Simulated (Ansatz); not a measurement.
## Mg2Ti3AlS8, one structure, two calculations

Cell: a Materials Project structure (computed, not necessarily an observed phase).

Space group C2/m (No. 12); a = 12.5486, b = 7.2536, c = 7.3930 Å, β = 124.39°.

| site | Wyckoff | site symmetry | x | y | z |
| --- | --- | --- | --- | --- | --- |
| Mg | 4i | m | 0.1254 | 0.0000 | 0.3764 |
| Ti3 | 4e | -1 | 0.2500 | 0.2500 | 0.0000 |
| Ti4 | 2b | 2/m | 0.5000 | 0.0000 | 0.0000 |
| Al | 2d | 2/m | 0.5000 | 0.0000 | 0.5000 |
| S7 | 4i | m | 0.2592 | 0.0000 | 0.7774 |
| S8 | 8j | 1 | 0.5093 | 0.2264 | 0.7546 |
| S10 | 4i | m | 0.7359 | 0.0000 | 0.7545 |

One atom of each set is listed; the run and its k-mesh use a cell of 14 atoms with edges of 7.25, 7.25, 7.39 Å.

First run. Computed with Ansatz: DFT, PBE, plane waves and PAW, scalar-relativistic, collinear spin, 420 eV cutoff, Γ-centred 6×6×6 k-points, Fermi–Dirac smearing 0.05 eV. Start moments as typed (μB): 1 on each Ti, none on the rest.

```tsv
site	V_zz (10²¹ V/m²)	η	m (μB)
Mg	0.23	0.02	0.01
Ti3	-1.73	0.18	0.67
Ti4	-1.75	0.21	0.66
Al	0.034	0.51	0.04
S7	0.59	0.02	-0.01
S8	2.00	0.81	-0.01
S10	2.01	0.77	-0.01
```

Second run. The same atoms and settings, except that the functional is r2SCAN and the cutoff is 500 eV.

Task: Given the first result, estimate the second.

Result: 

```tsv
site	V_zz	η	change of V_zz	m (μB)
Mg	0.27	0.02	+0.04	0.01
Ti3	5.11	0.16	–	0.79
Ti4	-4.60	0.74	–	0.77
Al	-0.16	0.93	-0.20	0.04
S7	-0.21	0.69	–	-0.02
S8	1.87	0.46	-0.13	-0.01
S10	2.45	0.48	+0.44	-0.01
```

The largest change of V_zz along a kept axis is on S10, from 2.01 to 2.45. The whole tensor moves most on Ti3, by 5.11 along its most changed direction. In per cent, |V_zz| changes by -7 to +22 on S (all sites that start above 2). Where |V_zz| stays above 0.1 and the axes keep their order, η moves most on S8, from 0.81 to 0.46. V_zz changes sign on Al (same axis). On Ti4, Ti3, S7 the largest principal value lies along another axis in the second run, so the two V_zz can't be compared directly. The absolute magnetisation of the cell goes from 3.0 to 3.4 μB.

The run finds no gap above 0.1 eV (a metal, or nearly one), so the gradients can move by 10 % or more with the k-mesh. Semilocal functionals can leave a metal where correlation in the d or f shell opens a gap in the real compound, and that would change the values at and beside Ti. All moments are parallel here, as the start or the cell imposes; many such compounds order antiparallel, where fields and spin densities carried over to other atoms largely cancel. The magnetic order is the one that the run reached from its start moments, not necessarily the measured one (the real compound may not order at all).
For the second run: The program didn't check the stability of this electronic state in full, so a lower one may lie near. With these PAW files V_zz is typically within 2 to 3 % of all-electron values, but misses above 10 % occur on Al.
